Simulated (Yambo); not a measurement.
Yambo run on CaSe (rock salt, space group Fm-3m, No. 225). The wavefunctions come from this Quantum ESPRESSO step (PBE, PseudoDojo stringent norm-conserving files, scalar-relativistic):

```
&CONTROL
  calculation = 'nscf'
  pseudo_dir = './pseudo'
  outdir = './out'
/
&SYSTEM
  ibrav = 0
  nat = 2
  ntyp = 2
  ecutwfc = 104.0
  ecutrho = 416.0
  occupations = 'fixed'
  force_symmorphic = .true.
  nbnd = 234
/
&ELECTRONS
  conv_thr = 2e-09
  diago_full_acc = .true.
  diago_thr_init = 1e-08
/
ATOMIC_SPECIES
Ca 40.0780 Ca.upf
Se 78.9710 Se.upf
CELL_PARAMETERS angstrom
  0.000000000000   2.933447996000   2.933447996000
  2.933447996000   0.000000000000   2.933447996000
  2.933447996000   2.933447996000   0.000000000000
ATOMIC_POSITIONS crystal
Ca   0.000000000000   0.000000000000   0.000000000000
Se   0.500000000000   0.500000000000   0.500000000000
K_POINTS automatic
4 4 4 0 0 0
```

Yambo input:

```
rim_cut
gw0
dyson
el_el_corr
HF_and_locXC
ppa
em1d
RandQpts= 1000000
RandGvec= 1 Ry
EXXRLvcs= 104 Ry
VXCRLvcs= 416 Ry
Chimod= "HARTREE"
% BndsRnXp
 10 | 232 |
%
NGsBlkXp= 15 Ry
% LongDrXp
 1.0 | 1.0 | 1.0 |
%
PPAPntXp= 27.2114 eV
% GbndRnge
 1 | 232 |
%
GTermKind= "BG"
DysSolver= "n"
ExtendOut
% QPkrange
 1 | 1 | 17 | 18 |
 3 | 3 | 17 | 18 |
 7 | 7 | 17 | 18 |
 8 | 8 | 17 | 18 |
%
```

k points by index: 1 = Γ, 3 = L, 7 = X, 8 = W.

Table of the .qp output:

```
#    K-point    Band    Eo [eV]    E [eV]    E-Eo [eV]    Vxc [eV]    Vnlxc [eV]    Sc|Eo [eV]    Sc|E [eV]    dSc/dw|Eo [eV]    Re(Z)    Im(Z)
#
    1    17    0.000000    -0.977361    -0.977361    -14.17726    -16.70056    1.304246    1.545945    -6.728645    0.801747    -0.001358
    1    18    3.483763    3.703673    0.219910    -10.50023    -6.346530    -3.886689    -3.933789    -5.825289    0.823671    -0.001116
    3    17    -1.245010    -2.229880    -0.984870    -13.30213    -16.05672    1.516643    1.769720    -6.991560    0.795583    -0.001457
    3    18    4.564422    4.702712    0.138290    -8.982806    -4.947396    -3.867517    -3.897120    -5.820163    0.823798    -0.001244
    7    17    -0.956480    -2.064634    -1.108155    -13.36656    -16.32653    1.570977    1.851817    -6.895405    0.797826    -0.001565
    7    18    1.973795    2.528631    0.554836    -10.12212    -5.507149    -3.937316    -4.060133    -6.022166    0.818791    -0.001281
    8    17    -1.724314    -2.823684    -1.099370    -12.73188    -15.77936    1.663109    1.948112    -7.053614    0.794143    -0.001393
    8    18    4.423226    5.401337    0.978111    -12.69799    -6.721135    -4.760464    -4.998740    -6.627886    0.804134    -0.001363
```
(The two width columns are left out.) Convergence of these settings isn't established.

Spin-orbit coupling is not included.

Geometry relaxed with PBEsol.
